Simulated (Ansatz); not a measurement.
Co3C:
```xyz
4
Lattice="0.0000 2.6683 2.6683 2.6683 0.0000 2.6683 2.6683 2.6683 0.0000" Properties=species:S:1:pos:R:3 pbc="T T T"
C      0.0000     0.0000     0.0000
Co     2.6683     2.6683     2.6683
Co     1.3341     1.3341     1.3341
Co     4.0024     4.0024     4.0024
```
Starting moments (μB, in the order of the atoms C Co Co Co): 0.1 1.6 1.4 1.4.

Relaxed with PBE. Special points in fractions of this cell's reciprocal vectors: Γ (0.000, 0.000, 0.000); X (0.500, 0.000, 0.500); U (0.625, 0.250, 0.625); K (0.375, 0.375, 0.750); L (0.500, 0.500, 0.500); W (0.500, 0.250, 0.750).

**Question.** List the band energies nearest the Fermi level at these points for DFT-PBE in the program Ansatz with PAW potentials.

**Answer.** In eV from the Fermi level; about four levels below and three above (degenerate sets whole), none deeper than 8.9 eV; … stands for higher levels left out; points with the same levels are listed once.

```csv
k,below,above
Γ ↑,-1.22 -1.22 -1.22 -0.87,1.32 1.32 1.32
X ↑,-1.38 -0.92 -0.78 -0.78,2.52 6.27 6.68
U ↑,-0.90 -0.78 -0.72 -0.69,3.22 5.94 6.56
L ↑,-1.53 -1.53 -1.30 -1.30 -1.04,1.47 1.47 1.63
W ↑,-1.45 -1.45 -0.93 -0.93 -0.51,4.84 5.11 …
Γ ↓,-2.33 -2.33 -2.33 -0.65,0.01 0.01 0.01
X ↓,-1.18 -1.18 -1.06 -0.50 -0.36,0.23 0.65 0.71 0.71
U ↓,-1.44 -0.89 -0.39 -0.39,0.28 0.69 0.74
L ↓,-2.07 -2.07 -1.18 -1.15 -1.15,0.10 0.10 0.33 0.33 0.33
W ↓,-1.51 -0.78 -0.41 -0.16,0.10 0.10 0.86 0.86
```

Space group Fm-3m. A made-up cell: these elements were put on the sites of a structure type; neither database checked (COD, Materials Project) lists it. Whether it is the stable phase at ambient conditions was not checked. The PBE relaxation kept the symmetry of its start; whether a distortion lowers the energy is not shown. The final state is ferromagnetic, the only order run, not a proven ground state.

Potentials: the earlier of the program's two PAW sets.
